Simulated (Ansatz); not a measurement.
Relaxed-ion elastic tensor of ZnAg (L1₀ or tetragonal B2, space group No. 123) in GPa (Voigt order), the program Ansatz at the LDA level (PAW); density 9.87 g/cm³, 14.58 Å³ per atom.

```
 156   111   130   0.0   0.0   0.0
 111   156   130   0.0   0.0   0.0
 130   130   128   0.0   0.0   0.0
 0.0   0.0   0.0  70.8   0.0   0.0
 0.0   0.0   0.0   0.0  70.8   0.0
 0.0   0.0   0.0   0.0   0.0  53.1
```

Is the crystal mechanically stable?

On the edge, within the error: the smallest eigenvalue of C is 0.5 GPa.

Work out the Voigt and Reuss bounds. Is their mean of use?

K_V = 131, K_R = 119; G_V = 43.5, G_R = 1.2 GPa. The bounds lie so far apart that a Hill average or a Debye temperature from it would say little.

Space group P4/mmm (L1₀ or tetragonal B2). The workflow started from a Materials Project entry (that database holds measured and hypothetical structures alike); the Crystallography Open Database copy checked does not list it. COD files the formula under space group No. 221. Whether it is the stable phase at ambient conditions was not checked. The cell was relaxed with LDA under the symmetry of its start; its stability against distortions is not shown here. No spin polarisation was allowed. As this level gives no gap, shear constants depend on the k-mesh and smearing (Fermi–Dirac, 0.1 eV here). On the denser mesh and wider smearing of the elastic run this cell carries a stress of 0.3 GPa.

Potentials: the later of the program's two PAW sets.
